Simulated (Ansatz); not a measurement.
The relaxed structure here is a generated cell of TiS2: the first start was made by a random draw of sites in a space group, and the end was not matched to a known phase here, so it may be hypothetical. Known forms of TiS2 include space group No. 164.

A structure of TiS2 relaxed with PBEsol (plane waves to 420 eV, PAW, scalar-relativistic; Ansatz, an electronic-structure program); single points at other levels follow on the same geometry (Ansatz, PAW; HSE06 at 420 eV on a 4×4×4 k-mesh; no spin-orbit coupling). Space group Pn-3m (No. 224).

```yaml
crystal:
  lattice:
    - [5.18666, 0.00000, 0.00000]
    - [0.00000, 5.18666, 0.00000]
    - [0.00000, 0.00000, 5.18666]
  atoms:
    - { symbol: S, position: [0.75000, 0.75000, 0.75000] }
    - { symbol: S, position: [0.25000, 0.25000, 0.75000] }
    - { symbol: S, position: [0.25000, 0.75000, 0.25000] }
    - { symbol: S, position: [0.75000, 0.25000, 0.25000] }
    - { symbol: Ti, position: [0.00000, 0.00000, 0.00000] }
    - { symbol: Ti, position: [0.50000, 0.50000, 0.50000] }
```

```csv
level,gap (eV),kind,conduction minimum
PBEsol,0.49,indirect,Γ
HSE06,…,–,…
```

Question: Fill in the missing entries.

Answer: 
- HSE06, gap (eV): 1.14
- HSE06, conduction minimum: Γ

HSE06 gaps come from a coarse mesh plus a few chosen points, so they may be too large. No spin polarisation in the result.

The run could not lose the symmetry of its start, so the end can be a saddle point.

All atoms sit on sites fixed by symmetry, so only the cell could relax.
